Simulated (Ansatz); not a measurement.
The start is a generated cell, Ta placed in the beta-Sn structure type. Cell shape, volume and atoms are optimised at zero target pressure with PBEsol (plane waves to 420 eV, PAW, scalar-relativistic; Ansatz, a quantum-chemistry and plane-wave program). First-step values are on the input's coarse k-mesh.

Ansatz input (later rounds restart from its end on a renewed k-mesh):
Ansatz 0.2 input:
```yaml
crystal:
  lattice:
    - [-2.593641, 2.593641, 1.415121]
    - [2.593641, -2.593641, 1.415121]
    - [2.593641, 2.593641, -1.415121]
  atoms:
    - { symbol: Ta, position: [0.75, 0.25, 0.5] }
    - { symbol: Ta, position: [0, 0, 0] }
basis: { ecutwfc: 420, ecutrho_ratio: 4, xc_grid: 2, fft_grid_basis: typed }
kpoints: { mp_grid: { grid: [13, 13, 13] } }
hamiltonian:
  xc: pbesol
  dispersion: none
  pseudopotentials: { azcp: { folder: ./paw }, kind: paw }
scf: { occupations: { method: fermi_dirac, width: 0.05 } }
relax: { f_tol: 0.01, max_steps: 100, cell: { stress_tol: 0.02 } }
output: { forces: true, stress: true }
```

Task: How much energy is released per atom?

Result: Under 0.01 eV/atom.

Task: How does the volume change?

Result: -0.5 %, from 19.04 to 18.94 Å³/atom.

Task: How do the shortest distances between atoms change?

Result: The closest pairs of elements (up to four, under 3.6 Å), start → end: Ta–Ta 2.69 → 2.70 Å.

Task: What band gap does the relaxed structure have at this level?

Result: No gap (metallic).

Task: Give the final cell and atomic positions.

Result: 
Space group I4₁/amd, origin choice 1 (No. 141); a = b = 5.2195 Å, c = 2.7816 Å, α = β = γ = 90.00°

```json
[
 {"atom": "Ta", "site": "4a", "symmetry": "-4m2", "x": "0.0000", "y": "0.0000", "z": "0.0000"}
]
```
(The calculation used a cell of 2 atoms; values per cell refer to that cell.)

The space group stays I4₁/amd (No. 141) (the run could not lower it); the end is AFLOW prototype A_tI4_141_a (A5, as in Sn), with 2 atoms in the primitive cell. Final values are on a 19×19×19 k-mesh of the relaxed cell. No spin polarisation in the result.

The run could not lower the symmetry of its start; a shaken copy of this end point relaxes with PBEsol to Im-3m (No. 229), 0.79 eV/atom lower.

The relaxed structure here is a generated cell of Ta: the first start was made by placing the elements on the sites of a structure type, and the end was not matched to a known phase here, so it may be hypothetical. Known forms of Ta include space group No. 229.
